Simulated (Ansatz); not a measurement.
A geometry of CsSnI₃ away from equilibrium: step 20 of the relaxation of a randomly generated symmetric cell of CsSnI3 (space group No. 7). All values below come from PBEsol (plane waves to 420 eV, PAW, scalar-relativistic; Ansatz, a first-principles code). Γ-centred k-mesh 3×4×4 on the run's cell (coarser than for final values), Fermi–Dirac smearing 0.05 eV. The plane waves were selected for a different cell earlier on the path.

```
CsSnI3
1.0
    9.96758     0.00000    -0.52779
    0.00000     7.29472     0.00000
   -1.03995     0.00000     6.93078
Cs I Sn
2 6 2
Direct
  0.68821   0.32241   0.12529
  0.68821   0.67759   0.62529
  0.35725   0.41202   0.71952
  0.35725   0.58798   0.21952
  0.71442   0.82254   0.13150
  0.71442   0.17746   0.63150
  0.09653   0.00228   0.44729
  0.09653   0.99772   0.94729
  0.38852   0.06086   0.58602
  0.38852   0.93914   0.08602
```

Q: Give the Cartesian forces on all atoms (eV/Å).

A: 
| atom | Fx | Fy | Fz |
|---|---|---|---|
| Cs1 | 0.06 | -0.06 | -0.01 |
| Cs2 | 0.06 | 0.06 | -0.01 |
| I3 | -0.07 | 0.11 | 0.09 |
| I4 | -0.07 | -0.11 | 0.09 |
| I5 | -0.03 | 0.04 | -0.05 |
| I6 | -0.03 | -0.04 | -0.05 |
| I7 | 0.03 | 0.02 | -0.04 |
| I8 | 0.03 | -0.02 | -0.04 |
| Sn9 | 0.00 | -0.36 | 0.01 |
| Sn10 | 0.00 | 0.36 | 0.01 |

The path ends in Pc (No. 7). No spin polarisation in the result.

The run could not lose the symmetry of its start, so the end can be a saddle point.

The end of the path is a generated cell of CsSnI3: the first start was made by a random draw of sites in a space group, and the end was not matched to a known phase here, so it may be hypothetical. Known forms of CsSnI3 include space group No. 62, 221.
